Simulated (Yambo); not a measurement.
Yambo run on LiBr (rock salt, space group Fm-3m, No. 225). The wavefunctions are PBEsol (Quantum ESPRESSO, PseudoDojo norm-conserving, 74 Ry, no spin-orbit coupling) ones on a 4×4×4 mesh (5 occupied bands); a = b = c = 3.825 Å, α = β = γ = 60.00°.

Yambo input:

```
rim_cut
gw0
dyson
el_el_corr
HF_and_locXC
mpa
em1d
RandQpts= 1000000
RandGvec= 1 Ry
EXXRLvcs= 74 Ry
VXCRLvcs= 296 Ry
Chimod= "HARTREE"
% BndsRnXm
 2 | 147 |
%
NGsBlkXm= 14 Ry
% LongDrXm
 1.0 | 1.0 | 1.0 |
%
EnSampXm= "2l"
EnGridXm= "lP"
% EnRngeXm
 0.0 | 40.0 | eV
%
% ImRngeXm
 2.72114 | 27.21138 | eV
%
% DmRngeXm
 0.02721 | 2.72114 | eV
%
ETStpsXm= 8
IntSolXm= "PT"
% GbndRnge
 1 | 147 |
%
GTermKind= "none"
DysSolver= "n"
ExtendOut
% QPkrange
 1 | 1 | 5 | 6 |
%
```

k points by index: 1 = Γ.

The o-*.qp file then holds:

```
#    K-point    Band    Eo [eV]    E [eV]    E-Eo [eV]    Vxc [eV]    Vnlxc [eV]    Sc|Eo [eV]    Sc|E [eV]    dSc/dw|Eo [eV]    Re(Z)    Im(Z)
#
    1    5    0.000000    -1.628565    -1.628565    -13.13362    -16.75988    1.592170    1.997696    -6.754543    0.801117    -0.004077
    1    6    4.988625    5.764026    0.775401    -8.960878    -4.537834    -3.495160    -3.647643    -5.355844    0.835539    -0.002204
```
(The two width columns are left out.) Convergence of these settings isn't established.

Geometry relaxed with PBEsol.
